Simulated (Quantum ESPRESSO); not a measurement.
Simulation results for CaMgZn$_{2}$O$_{4}$ (made-up cell)

Calculation on a made-up crystal cell, not a measurement, run twice, once with a planted mistake found by running each candidate: periodic Kohn-Sham density functional theory in plane waves with PseudoDojo standard norm-conserving scalar-relativistic pseudopotentials, each functional with its own files (v0.5 for PBE, v0.4.1 for LDA and PBEsol), no spin polarisation, no spin-orbit coupling, atoms not relaxed, stress positive in tension, energies less a fixed whole-eV offset for each atom's element; levels are Kohn-Sham levels at fractions of this cell's reciprocal vectors, counted from the reference band (half the neutral cell's valence electrons, rounded up) at Gamma; error bars cover cutoff and k-mesh only, not smearing or the files; a charged cell sits in a uniform background, with energy and stress on this program's zero of potential; each bar is the largest change over components, and at least 0.002 eV, 0.002 eV per angstrom or 0.02 GPa; energies are for the whole cell, and the offsets were chosen from early runs and are not element reference energies; a distance is the largest change of any value in units of its error bar, a scale change is of lengths, and a coarse mesh keeps the half-step shift. Program: Quantum ESPRESSO 7.5.

### CaMgZn$_{2}$O$_{4}$ (made-up cell)

Intended structure:
```
CELL_PARAMETERS angstrom
4.47780 0.00000 0.00000
0.00000 4.47780 0.00000
0.00000 0.00000 4.47780
ATOMIC_POSITIONS crystal
Mg 0.97733 0.99788 0.00730
Zn 0.00179 0.49241 0.49991
Ca 0.51291 0.97758 0.51668
Zn 0.50842 0.50016 0.97988
O 0.49408 0.99473 0.00478
O 0.50268 0.49560 0.54444
O 0.97767 0.00549 0.52200
O 0.98515 0.47235 0.00578
```

| Property | Result |
| --- | --- |
| lattice type | rocksalt |
| intended functional | pbe |
| intended cutoff | 1143 eV |
| intended fermi dirac smearing | 0.025 eV |
| intended scf tolerance | 1e-07 eV |
| intended electrons removed | 0 |
| healthy free energy less offsets | 1.045 eV |
| healthy smearing term minus ts | 0 eV |
| healthy scf iterations | 12 |
| healthy pressure | 1.6 GPa |
| healthy stress xx | -1.63 GPa |
| healthy stress yy | 0.11 GPa |
| healthy stress zz | -3.28 GPa |
| healthy stress yz | 0.17 GPa |
| healthy stress xz | -0.24 GPa |
| healthy stress xy | -0.42 GPa |
| faulty free energy less offsets | 1.065 eV |
| faulty smearing term minus ts | 0 eV |
| faulty scf iterations | 5 |
| faulty pressure | -0.88 GPa |
| faulty stress xx | 0.83 GPa |
| faulty stress yy | 2.47 GPa |
| faulty stress zz | -0.66 GPa |
| faulty stress yz | 0.17 GPa |
| faulty stress xz | -0.24 GPa |
| faulty stress xy | -0.39 GPa |
| candidate k points along each vector | 2 |
| candidate cutoff | 729 eV |
| candidate smearing | 0.85 eV |
| candidate functional | pbesol |
| candidate scf tolerance | 0.2 eV |
| candidate electrons removed | -1 |
| candidate scale change | -1.91 percent |
| candidate first exchanged site | 4 |
| candidate second exchanged site | 8 |
| intended k mesh | 4 x 4 x 4, shifted by half a step |
| structure shown | as intended, without the mistake |
| fault kind | loose scf |
| other mistakes run | 7 |
| distance from healthy | 72.61 error bars |
| distance from nearest other mistake | 62.2 error bars |
| healthy error bar energy | 0.002 eV |
| healthy error bar stress | 0.03619 GPa |
| healthy error bar force | 0.004982 eV/Å |

Atoms:
| atoms element | atom site | atom energy offset (eV) |
| --- | --- | --- |
| Mg | 1 | -1617 |
| Zn | 2 | -5687 |
| Ca | 3 | -1055 |
| Zn | 4 | -5687 |
| O | 5 | -452 |
| O | 6 | -452 |
| O | 7 | -452 |
| O | 8 | -452 |

Healthy forces:
| site | x (eV/Å) | y (eV/Å) | z (eV/Å) |
| --- | --- | --- | --- |
| 1 | 0.543 | 0.06 | 0.017 |
| 2 | 0.083 | -0.245 | 0.032 |
| 3 | -1.97 | 0.996 | -0.841 |
| 4 | -0.227 | -0.252 | 0.752 |
| 5 | -0.079 | -0.247 | 0.835 |
| 6 | -0.319 | -0.636 | -0.945 |
| 7 | 1.799 | -0.312 | -0.314 |
| 8 | 0.17 | 0.637 | 0.464 |

Faulty forces:
| site | x (eV/Å) | y (eV/Å) | z (eV/Å) |
| --- | --- | --- | --- |
| 1 | 0.523 | 0.122 | -0.005 |
| 2 | 0.017 | -0.351 | 0.065 |
| 3 | -1.965 | 1.017 | -0.829 |
| 4 | -0.143 | -0.339 | 0.683 |
| 5 | -0.08 | -0.248 | 0.84 |
| 6 | -0.325 | -0.599 | -0.93 |
| 7 | 1.788 | -0.307 | -0.324 |
| 8 | 0.186 | 0.705 | 0.5 |

Candidate mistake: coarse kmesh, low cutoff, wide smearing, wrong functional, loose scf, wrong charge, cell scaled, atoms exchanged
